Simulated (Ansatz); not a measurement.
## What a trial cell of SiBi relaxes into

Theory: Ansatz, DFT PBE, scalar-relativistic, plane waves, PAW. Cutoff 420 eV, Gaussian smearing, Γ-centred meshes. Cell and atoms relax first on a coarse mesh and then on a finer one. In between, the cell is made exact in the group found at 0.06 Å. In metals the finer mesh still leaves noise of several meV/atom or more. The steps can't lower the symmetry of their start. No spin polarisation.

A trial structure of SiBi was built thus: close-packed layers stacked AB, repeated with a shift to C (R-3m, No. 166) (elements of the layers in order: Bi Si). Lengths were set from tabulated atomic sizes, so they are only a guess.

```cif
data_structure
_symmetry_space_group_name_H-M 'R-3m:H'
_symmetry_Int_Tables_number 166
_cell_length_a 3.8216
_cell_length_b 3.8216
_cell_length_c 13.0671
_cell_angle_alpha 90.000
_cell_angle_beta 90.000
_cell_angle_gamma 120.000
_cell_volume 165.27
loop_
_atom_site_label
_atom_site_type_symbol
_atom_site_symmetry_multiplicity
_atom_site_Wyckoff_symbol
_atom_site_fract_x
_atom_site_fract_y
_atom_site_fract_z
_atom_site_occupancy
Si1 Si 3 b 0.33333 0.66667 0.16667 1
Bi1 Bi 3 a 0.00000 0.00000 0.00000 1
```

The zero of energy is the elements' standard structures at the same level; no fitted shifts are applied.

Q: Which structure results?

A: The symmetry goes from R-3m (No. 166) to Fm-3m (No. 225). The end has the rock salt type. The volume per atom shrinks by 7.7 %, from 27.5 to 25.4 Å³. The shortest distance goes from 3.10 Å (Si–Bi) to 2.94 Å (Si–Bi). The energy falls by about 0.18 eV/atom (the start's value is from the coarse mesh). Conventional cell: a = 5.880 Å. Si has 6 Bi at 2.94 Å; around Bi lie 6 Si at 2.94 Å.

```cif
data_structure
_symmetry_space_group_name_H-M 'P 1'
_symmetry_Int_Tables_number 1
_cell_length_a 4.1581
_cell_length_b 4.1581
_cell_length_c 4.1581
_cell_angle_alpha 60.000
_cell_angle_beta 60.000
_cell_angle_gamma 60.000
_cell_volume 50.83
loop_
_atom_site_label
_atom_site_type_symbol
_atom_site_fract_x
_atom_site_fract_y
_atom_site_fract_z
_atom_site_occupancy
Si1 Si 0.50000 0.50000 0.50000 1
Bi1 Bi 0.00000 0.00000 0.00000 1
```

Q: Give its energy and gap.

A: The formation energy is +0.43 eV/atom. The gap on the 16×16×16 mesh of the 2-atom cell is 0 eV (a metal).

A positive value: parting into the elements would lower its energy.

The last run used Gaussian smearing of 0.10 eV. These runs have no spin–orbit coupling, which can matter for Bi. The cell is a metal run without spin; a magnetic state may lie lower. A structure relaxed within its symmetry needn't be a true minimum.
